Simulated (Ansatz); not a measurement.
Given:

Starting cell, CdSe (wurtzite):

```yaml
crystal:
  lattice:
    - [4.38272, 0.00000, 0.00000]
    - [-2.19136, 3.79554, 0.00000]
    - [0.00000, 0.00000, 7.15447]
  atoms:
    - { symbol: Cd, position: [0.66667, 0.33333, 0.00047] }
    - { symbol: Cd, position: [0.33333, 0.66667, 0.50047] }
    - { symbol: Se, position: [0.66667, 0.33333, 0.62473] }
    - { symbol: Se, position: [0.33333, 0.66667, 0.12473] }
```

In this cell atom 4 (Se, nearest neighbour Cd at 2.682 Å; its periodic images, 4.4 Å or more away, move with it) is moved by s along Cartesian z, unit vector (0.000, 0.000, 1.000); all other atoms and the cell stay fixed.

Level of theory: PBE (plane waves to 420 eV, PAW, scalar-relativistic; Ansatz, a program for electronic structure). k mesh 7×7×4 (Γ-centred), Fermi-Dirac smearing 0.05 eV. Energies are smeared free energies. Left out: 1 of 11 points, with atoms too close for the PAW data. CdSe was relaxed with its symmetry unable to fall. The zero of ΔE is the undisplaced structure.

The scan covers s from -0.800 to 0.640 Å in 10 points.

Task: Is this a single well or a double well?

Result: A single well with its minimum at or next to zero displacement.

Task: Is the energy the same for displacements of ±0.640 Å, and if not, which side lies higher?

Result: Not even: the positive side lies higher at ±0.640 Å. With its periodic images moving along, the atom's site symmetry in this cell is 3m..

Task: What is the energy change at s = 0.640 Å?

Result: 2647 meV/cell.

Task: What force acts on the atom along the line at s = -0.800 Å?

Result: 1.27 eV/Å.

Task: What is the force constant k = d²E/ds² of this move at s = 0?

Result: 6.00 eV/Å².

(A displaced cell: forces are minus the slopes of the energy, force constants its curvatures, and phonons follow from these.)
